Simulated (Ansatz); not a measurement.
Field gradients at the nuclei in BiTe

The cell is a structure deposited in the COD, its atoms then relaxed with PBE in this cell.

Space group P-3m1 (No. 164); a = 4.4220, c = 24.0500 Å, γ = 120.00°.

```
site  Wyckoff  site symmetry       x       y       z
 Bi1       2c            3m.  0.0000  0.0000  0.1248
 Bi3       2d            3m.  0.3333  0.6667  0.2916
 Bi5       2d            3m.  0.6667  0.3333  0.4650
 Te7       2d            3m.  0.3333  0.6667  0.0536
 Te9       2d            3m.  0.6667  0.3333  0.2087
Te11       2c            3m.  0.0000  0.0000  0.3636
```

One atom of each set is listed.

Computed with Ansatz: DFT, LDA, plane waves and PAW, scalar-relativistic, 420 eV cutoff, Γ-centred 11×11×2 k-points, Fermi–Dirac smearing 0.05 eV.

V_zz is the principal component of the electric field gradient with the largest magnitude, η = (V_xx − V_yy)/V_zz and C_Q = eQV_zz/h.

Bi-209: I = 9/2, Q = -516.0 mb. Quadrupole moments are those of Pyykkö's year-2017 table.

Problem. What field gradients does the calculation give at each kind of site?

Solution. 

```csv
site,atoms,first shell,"V_xx, V_yy, V_zz (10²¹ V/m²)",η,C_Q (MHz)
Bi1,2,6 Te at 3.07–3.25 Å,"-0.44, -0.44, 0.88",0.00,-10.9
Bi3,2,6 Te at 3.08–3.24 Å,"-1.32, -1.32, 2.64",0.00,-33.0
Bi5,2,"3 Bi at 3.06 Å, 3 Te at 3.53 Å","-3.41, -3.41, 6.82",0.00,-85.0
Te7,2,"3 Bi at 3.07 Å, 3 Te at 3.63 Å","0.55, 0.55, -1.10",0.00,–
Te9,2,6 Bi at 3.24–3.25 Å,"-4.00, -4.00, 8.00",0.00,–
Te11,2,6 Bi at 3.08–3.53 Å,"-0.26, -0.26, 0.53",0.00,–
```

An axis of threefold or higher order runs through Bi1, Bi3, Bi5, Te7, Te9 and Te11, so V_zz lies along it and η is zero.

Te has no stable isotope with a ground-state quadrupole moment in the table, so no C_Q is given.

Spin–orbit coupling is left out, which shifts gradients on Bi by a few per cent in wide-gap crystals, and can shift them far more where the calculated gap is small or absent, as here. With a gap of 0.16 eV under a smearing of 0.05 eV the band edges are partly filled, so small gradients can hang on the smearing and the k-mesh.
